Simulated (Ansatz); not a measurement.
Bands of SbP

```yaml
crystal:
  lattice:
    - [4.77909, 0.00000, 0.00000]
    - [-2.38954, 4.13881, 0.00000]
    - [0.00000, 0.00000, 5.86796]
  atoms:
    - { symbol: Sb, position: [0.33333, 0.66667, 0.96726] }
    - { symbol: Sb, position: [0.66667, 0.33333, 0.46726] }
    - { symbol: P, position: [0.33333, 0.66667, 0.40874] }
    - { symbol: P, position: [0.66667, 0.33333, 0.90874] }
```

Atoms are numbered in the order listed.

The structure comes from a relaxation in the same program, started in the wurtzite type, and has space group P6_3mc. Whether it is a known phase or the ground state wasn't checked.

Spin–orbit coupling is left out, though it moves levels of the heavy atoms by tenths of an eV or more.

All numbers below come from DFT, PBE, all-electron LAPW, scalar-relativistic (Ansatz 0.2.0).

The runs use a Γ-centred 10×10×6 k mesh, Fermi–Dirac smearing of 0.05 eV, basis error target 0.5 meV/atom, no spin polarisation.

Points in fractions of the reciprocal vectors of this cell: Γ (0, 0, 0), M (0.5, 0, 0), K (0.333, 0.333, 0), A (0, 0, 0.5), L (0.5, 0, 0.5), H (0.333, 0.333, 0.5). The path joins them by straight lines in the order Γ–M–K–Γ–A–L–H–A–L; legs that retrace an earlier one aren't tabulated. Energies are in eV from the Fermi level.

**Question.** Metal or insulator at this level of theory?

**Answer.** No gap opens: metallic or semimetallic.

**Question.** Tabulate bands 33 to 39, counted from the lowest band of the run, along the path.

**Answer.** 
```
k (1/Å)  point  band 33  band 34  band 35  band 36  band 37  band 38  band 39
   0.00      Γ    -4.14    -2.37    -2.14    -2.14    -0.24    -0.24     2.16
   0.19           -3.59    -2.59    -2.26    -1.64    -0.20     0.08     2.18
   0.38           -3.21    -2.85    -2.51    -0.92     0.18     0.87     2.48
   0.57           -3.73    -2.73    -2.70    -0.57     1.12     1.67     3.18
   0.76      M    -4.02    -2.81    -2.69    -0.51     1.78     1.98     3.63
   0.87           -4.06    -2.93    -2.42    -0.28     1.52     1.98     3.42
   0.98           -4.18    -3.16    -1.78     0.19     1.15     1.86     2.97
   1.09           -4.36    -3.34    -1.02     0.15     1.34     1.74     2.46
   1.20      K    -4.60    -3.40    -0.35    -0.35     1.70     1.92     1.92
   1.42           -4.00    -3.20    -1.43     0.00     0.85     1.79     2.47
   1.64           -3.30    -2.75    -2.44    -0.54     0.05     1.30     2.32
   1.85           -3.45    -2.66    -2.31    -1.50    -0.21     0.21     2.17
   2.07      Γ    -4.14    -2.37    -2.14    -2.14    -0.24    -0.24     2.16
   2.21           -4.08    -2.26    -2.26    -1.98    -0.17    -0.17     2.00
   2.34           -3.93    -2.56    -2.56    -1.26     0.03     0.03     1.63
   2.48           -3.32    -2.95    -2.95    -1.18     0.33     0.33     1.16
   2.61      A    -3.33    -3.33    -2.18    -2.18     0.72     0.72     0.72
   2.80           -3.16    -3.16    -1.96    -1.96     0.65     0.65     1.06
   2.99           -2.90    -2.90    -1.55    -1.55     0.80     0.80     1.79
   3.18           -2.74    -2.74    -1.35    -1.35     0.81     0.81     2.22
   3.37      L    -2.69    -2.69    -1.29    -1.29     0.64     0.64     2.87
   3.48           -2.53    -2.53    -1.15    -1.15     0.62     0.62     2.55
   3.59           -2.29    -2.29    -0.74    -0.74     0.58     0.58     2.04
   3.70           -2.15    -2.15    -0.23    -0.23     0.57     0.57     1.57
   3.81      H    -2.10    -2.10    -0.03    -0.03     0.65     0.65     1.34
   4.03           -2.28    -2.28    -0.47    -0.47     0.54     0.54     1.46
   4.24           -2.68    -2.68    -1.22    -1.22     0.57     0.57     1.59
   4.46           -3.10    -3.10    -1.88    -1.88     0.61     0.61     1.19
   4.68      A    -3.33    -3.33    -2.18    -2.18     0.72     0.72     0.72
```
